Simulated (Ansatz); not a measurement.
Here is an unrelaxed guess for Al3BP4.

```cif
data_structure
_symmetry_space_group_name_H-M 'I-42m'
_symmetry_Int_Tables_number 121
_cell_length_a 5.1263
_cell_length_b 5.1263
_cell_length_c 10.2525
_cell_angle_alpha 90.000
_cell_angle_beta 90.000
_cell_angle_gamma 90.000
_cell_volume 269.42
loop_
_atom_site_label
_atom_site_type_symbol
_atom_site_symmetry_multiplicity
_atom_site_Wyckoff_symbol
_atom_site_fract_x
_atom_site_fract_y
_atom_site_fract_z
_atom_site_occupancy
Al1 Al 4 d 0.00000 0.50000 0.25000 1
Al2 Al 2 a 0.00000 0.00000 0.00000 1
B1 B 2 b 0.50000 0.50000 0.00000 1
P1 P 8 i 0.25000 0.75000 0.12500 1
```

Computed with Ansatz, DFT PBE, scalar-relativistic, plane waves, PAW. Settings: cutoff 420 eV, Γ-centred mesh 6×6×6 on the computed 8-atom cell, Gaussian smearing of 0.10 eV; no spin polarisation.

Energies over the elements count from the elements' standard structures at the same level, with no fitted energy shifts. The references include black phosphorus.

Q: What does a single point on this coarse mesh give?

A: The pressure is 14.3 GPa (the mean over three directions, positive in compression), the largest force is 3.38 eV/Å, and the energy is −0.19 eV/atom against the elements. The shortest distance is 2.22 Å.

Q: Is it a good guess?

A: A rough one: relaxing gains about 0.28 eV/atom in 9 ionic steps and ends at −0.468 eV/atom on the finer mesh. The symmetry stays I-42m (No. 121). The volume per atom grows by 8.5 %, from 16.8 to 18.3 Å³. The shortest distance goes from 2.22 Å (Al–P and B–P) to 2.02 Å (B–P). Conventional cell: a = 5.280 Å, c = 10.485 Å. Al on a site of symmetry -4 is surrounded by 4 P at 2.36 Å; B has 4 P at 2.02 Å; P is surrounded by 1 B at 2.02 Å and 3 Al at 2.36–2.42 Å; 1 more site not described.

The last run used an 8×8×8 mesh for its 8-atom cell and Gaussian smearing of 0.02 eV. The reference form of P is held partly by dispersion forces, which this level lacks. The relaxation can't lower the symmetry of the start, and the grade says only how near the guess is to its own end. A structure relaxed within its symmetry needn't be a true minimum.
